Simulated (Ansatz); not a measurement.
Consider the following.

Si2BAs:
```cif
data_AsBSi2
_chemical_formula_sum 'B1 As1 Si2'
_space_group_name_H-M_alt 'P 1'
_space_group_IT_number 1
_cell_length_a 6.35833
_cell_length_b 6.35833
_cell_length_c 6.35833
_cell_angle_alpha 32.438
_cell_angle_beta 32.438
_cell_angle_gamma 32.438
loop_
_space_group_symop_operation_xyz
  'x, y, z'
loop_
_atom_site_label
_atom_site_type_symbol
_atom_site_fract_x
_atom_site_fract_y
_atom_site_fract_z
_atom_site_occupancy
B1 B 0.99429 0.99429 0.99429 1
As1 As 0.11060 0.11060 0.11060 1
Si1 Si 0.50744 0.50744 0.50744 1
Si2 Si 0.63770 0.63770 0.63770 1
```

This is the PBEsol-relaxed structure.

Question: All from plane-wave PAW PBEsol (Ansatz code), unless another level is named. Estimate the electronic character.

Answer: metallic (no gap).

Question: Give the formation energy from the elements (no fitted shifts).

Answer: 0.12 eV/atom.

Question: Predict the density of states at the Fermi level.

Answer: 0.09 states/eV per atom (mean over ±0.08 eV).

Space group R3m. The start of the workflow was typed in or built on a structure type; neither database checked (COD, Materials Project) lists it. Whether it is the stable phase at ambient conditions was not checked. The cell was relaxed with PBEsol under the symmetry of its start; its stability against distortions is not shown here. The volume moved by 16 % from the start of the relaxation. The references are the lowest solids computed at this level, not always the standard phases. Scalar-relativistic: spin–orbit coupling is off unless named, which matters more the heavier the elements.

Potentials: the earlier of the program's two PAW sets. The files were generated under PBE; for other functionals the program regenerates the frozen cores, and for LDA and PBEsol the local potential too.
